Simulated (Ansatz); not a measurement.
GaN (wurtzite)

```xyz
4
Lattice="3.2184 0.0000 0.0000 -1.6092 2.7872 0.0000 0.0000 0.0000 5.2432" Properties=species:S:1:pos:R:3 pbc="T T T"
Ga     1.6092     0.9291     0.0051
Ga     0.0000     1.8581     2.6267
N      1.6092     0.9291     3.2730
N      0.0000     1.8581     0.6514
```

These are PBE (plane waves to 420 eV, PAW, scalar-relativistic; Ansatz, an electronic-structure program) values and carry that method's errors. DFPT wavenumbers on a 10×10×6 k mesh, in cm⁻¹; i marks imaginary ones, q is in fractions of the reciprocal vectors of the cell shown, and the three acoustic modes at Γ are left out. The non-analytic (LO-TO) term is not included, so polar modes at Γ have their transverse values. GaN was relaxed with its symmetry unable to fall.

### Question
Does any mode at Γ, M = (0.5, 0.0, 0.0), A = (0.0, 0.0, 0.5), L = (0.5, 0.0, 0.5) come out imaginary?

### Answer
No imaginary mode at these points (lowest 104 cm⁻¹ at A = (0.0, 0.0, 0.5)); other wave vectors were not tested.

### Question
List the wavenumbers at Γ, M = (0.5, 0.0, 0.0), A = (0.0, 0.0, 0.5), L = (0.5, 0.0, 0.5), with degeneracies.

### Answer
```tsv
q	wavenumbers (cm⁻¹)
Γ	136 (×2), 319, 501, 524 (×2), 532 (×2), 656
M = (0.5, 0.0, 0.0)	134, 176, 186, 223, 294, 302, 542, 553, 574, 605, 639, 659
A = (0.0, 0.0, 0.5)	104 (×4), 225 (×2), 527 (×4), 676 (×2)
L = (0.5, 0.0, 0.5)	163 (×2), 167 (×2), 325 (×2), 559 (×2), 570 (×2), 651 (×2)
```
